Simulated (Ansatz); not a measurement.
The start is a relaxed KI cell with every coordinate shifted by Gaussian noise of σ = 0.2 Å. The cell and all atomic positions are relaxed at zero pressure with PBEsol (plane waves to 420 eV, PAW, scalar-relativistic; Ansatz, a quantum-chemistry and plane-wave program). The first steps use a coarse 6×6×6 k-mesh.

Starting cell:
```
KI
1.0
    0.00000     3.50327     3.50327
    3.50327     0.00000     3.50327
    3.50327     3.50327     0.00000
I K
1 1
Cartesian
  0.19569  -0.09016   0.14567
  3.21727   3.73228   3.21535
```

Q: Does it find its way back to the structure it was made from?

A: The parent structure is recovered, Fm-3m (No. 225).

Q: How do the shortest distances between atoms change?

A: The closest pairs of elements (up to four, under 3.6 Å), start → end: I–K 3.07 → 3.50 Å.

Q: Is the relaxed structure metallic? Give its gap.

A: 3.87 eV, direct at Γ (no spin-orbit coupling).

Final structure:

Space group Fm-3m (No. 225); a = 7.007 Å, b = 7.007 Å, c = 7.007 Å, α = 90.00°, β = 90.00°, γ = 90.00°

```csv
atom,site,symmetry,x,y,z
I,4a,m-3m,0.0000,0.0000,0.0000
K,4b,m-3m,0.5000,0.5000,0.5000
```
(The calculation used a cell of 2 atoms; values per cell refer to that cell.)

Final values are on a 8×8×8 k-mesh of the relaxed cell. No spin polarisation in the result.
